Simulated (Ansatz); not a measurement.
Input, command and steps of an Ansatz relaxation.

```yaml
crystal:
  lattice:
    - [6.7439868524, 0.0, 0.0]
    - [-3.3719934262, 5.840463937, 0.0]
    - [0.0, 0.0, 3.54096268]
  atoms:
    - { symbol: Ge, position: [0.66666667, 0.33333333, 0.0] }
    - { symbol: Ge, position: [0.33333333, 0.66666667, 0.0] }
    - { symbol: Ge, position: [0.0, 0.0, 0.5] }
    - { symbol: Pt, position: [0.6218124, 0.0, 0.5] }
    - { symbol: Pt, position: [0.3781876, 0.3781876, 0.5] }
    - { symbol: Pt, position: [0.0, 0.6218124, 0.5] }
    - { symbol: Pt, position: [0.0, 0.28307249, 0.0] }
    - { symbol: Pt, position: [0.71692751, 0.71692751, 0.0] }
    - { symbol: Pt, position: [0.28307249, 0.0, 0.0] }
basis:
  ecutwfc: 500
kpoints:
  mp_grid: { grid: [6, 6, 10] }
hamiltonian:
  xc: r2scan
scf:
  occupations: { method: gaussian, width: 0.1 }
output:
  forces: true
  stress: true
  eigenvalues: true
relax:
  adjacent_minimum: "off"
  f_tol: 0.005
  max_steps: 80
  cell: { stress_tol: 0.05 }
```

```bash
ansatz run input.yaml --threads 2 --pin off --max-ram 5120MiB --backend cpu --events-out ev --progress --plain --runs-dir out
```

Theory: DFT r2SCAN, scalar-relativistic, plane waves, PAW (Ansatz).

Of 5 frames 4 are shown, positions in Å and forces in eV/Å; the SCF threshold varies from step to step. Steps run on the plane waves of an earlier cell, with a Pulay correction in the pressure. The basis is chosen afresh for the last frame, the zero of the energies, and at times for earlier ones too; energy and pressure step there, also at an unchanged geometry.

```xyz
9
Lattice="6.7440 0.0000 0.0000 -3.3720 5.8405 0.0000 0.0000 0.0000 3.5410" Properties=species:S:1:pos:R:3:forces:R:3 pbc="T T T" step=1 free_energy_over_end_meV_per_atom=0.15 pressure_GPa=-0.46
Ge    3.3720    1.9468    0.0000    0.0000    0.0000    0.0000
Ge    0.0000    3.8936    0.0000    0.0000    0.0000    0.0000
Ge    0.0000    0.0000    1.7705    0.0000    0.0000    0.0000
Pt    4.1935    0.0000    1.7705    0.0160    0.0000    0.0000
Pt    1.2752    2.2088    1.7705   -0.0080   -0.0139    0.0000
Pt   -2.0967    3.6317    1.7705   -0.0080    0.0139    0.0000
Pt   -0.9545    1.6533    0.0000   -0.0132    0.0230    0.0000
Pt    2.4175    4.1872    0.0000   -0.0132   -0.0230    0.0000
Pt    1.9090    0.0000    0.0000    0.0265    0.0000    0.0000
9
Lattice="6.7267 0.0000 0.0000 -3.3634 5.8255 0.0000 0.0000 0.0000 3.5479" Properties=species:S:1:pos:R:3:forces:R:3 pbc="T T T" step=2 free_energy_over_end_meV_per_atom=0.01 pressure_GPa=0.31
Ge    3.3634    1.9418    0.0000    0.0000    0.0000    0.0000
Ge    0.0000    3.8837    0.0000    0.0000    0.0000    0.0000
Ge    0.0000    0.0000    1.7739    0.0000    0.0000    0.0000
Pt    4.1811    0.0000    1.7739    0.0064    0.0000    0.0000
Pt    1.2728    2.2046    1.7739   -0.0032   -0.0056    0.0000
Pt   -2.0905    3.6209    1.7739   -0.0032    0.0056    0.0000
Pt   -0.9510    1.6472    0.0000    0.0006   -0.0011    0.0000
Pt    2.4123    4.1783    0.0000    0.0006    0.0011    0.0000
Pt    1.9020    0.0000    0.0000   -0.0012    0.0000    0.0000
9
Lattice="6.7237 0.0000 0.0000 -3.3618 5.8229 0.0000 0.0000 0.0000 3.5573" Properties=species:S:1:pos:R:3:forces:R:3 pbc="T T T" step=3 free_energy_over_end_meV_per_atom=-0.01 pressure_GPa=-0.01
Ge    3.3618    1.9410    0.0000    0.0000    0.0000    0.0000
Ge    0.0000    3.8819    0.0000    0.0000    0.0000    0.0000
Ge    0.0000    0.0000    1.7786    0.0000    0.0000    0.0000
Pt    4.1783    0.0000    1.7786    0.0063    0.0000    0.0000
Pt    1.2727    2.2043    1.7786   -0.0032   -0.0055    0.0000
Pt   -2.0892    3.6185    1.7786   -0.0032    0.0055    0.0000
Pt   -0.9497    1.6449    0.0000   -0.0001    0.0002    0.0000
Pt    2.4122    4.1780    0.0000   -0.0001   -0.0002    0.0000
Pt    1.8993    0.0000    0.0000    0.0002    0.0000    0.0000
9
Lattice="6.7241 0.0000 0.0000 -3.3620 5.8232 0.0000 0.0000 0.0000 3.5568" Properties=species:S:1:pos:R:3:forces:R:3 pbc="T T T" step=5 free_energy_over_end_meV_per_atom=0.00 pressure_GPa=0.00
Ge    3.3620    1.9411    0.0000    0.0000    0.0000    0.0000
Ge    0.0000    3.8821    0.0000    0.0000    0.0000    0.0000
Ge    0.0000    0.0000    1.7784    0.0000    0.0000    0.0000
Pt    4.1792    0.0000    1.7784    0.0031    0.0000    0.0000
Pt    1.2724    2.2039    1.7784   -0.0015   -0.0027    0.0000
Pt   -2.0896    3.6193    1.7784   -0.0015    0.0027    0.0000
Pt   -0.9498    1.6452    0.0000   -0.0010    0.0018    0.0000
Pt    2.4122    4.1780    0.0000   -0.0010   -0.0018    0.0000
Pt    1.8997    0.0000    0.0000    0.0021    0.0000    0.0000
```

It took 5.7 min on 2 threads of Arm Neoverse V1, with other jobs on the host, peak memory 0.96 GiB.

Spin–orbit coupling is left out, which can shift energies with elements as heavy as these.